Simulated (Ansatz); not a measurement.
The calculation used DFT PBE, scalar-relativistic, plane waves, PAW (Ansatz 0.2.0). Settings: cutoff 420 eV, Γ-centred meshes spaced at most about 0.3 Å⁻¹, and about 0.25 Å⁻¹ or finer for metals (2π included), Gaussian smearing. Collinear spin in cells that started with moments and kept them past the coarse steps, no spin elsewhere.

Temperature and zero-point effects are left out.

Two relaxed structures of Li4Al2Mo:

A. (site moments Mo 2.3 μB)

Space group P6/mmm (No. 191). a = 5.287 Å, b = 5.287 Å, c = 4.887 Å, α = 90.00°, β = 90.00°, γ = 120.00°
```tsv
atom	site	symmetry	x	y	z
Li	3f	mmm	0.5000	0.0000	0.0000
Li	1b	6/mmm	0.0000	0.0000	0.5000
Al	2d	-6m2	0.3333	0.6667	0.5000
Mo	1a	6/mmm	0.0000	0.0000	0.0000
```

B. (site moments Mo 0.6 μB)

Space group P4/mmm (No. 123). a = 5.379 Å, b = 5.379 Å, c = 4.915 Å, α = 90.00°, β = 90.00°, γ = 90.00°
```
atom  site  symmetry       x       y       z
  Li    4n      m2m.  0.2075  0.5000  0.0000
  Al    2e      mmm.  0.0000  0.5000  0.5000
  Mo    1d     4/mmm  0.5000  0.5000  0.5000
```

Task: Which form is favoured at zero pressure, and by what margin per atom?

Result: B is lower, by 91 meV/atom. A has space group P6/mmm (No. 191), 16.9 Å³/atom and no gap on its mesh; B has space group P4/mmm (No. 123), 20.3 Å³/atom and no gap. Counting all near atoms (those within 1.25 times the shortest distance at each site; a plus sign parts nearer from farther groups; a slash parts the counts of unlike sites), A has Li 2+6/10, Al 12, Mo 8 and B has Li 3+2, Al 6, Mo 12. The lower one is the more open, so pressure narrows the difference. Even the lower one lies +0.51 eV/atom against the reference forms of the elements (uncorrected), so neither is stable at this level. Both come from invented guesses.

Another magnetic order may lie lower. Cells relaxed within their symmetry can be saddle points.
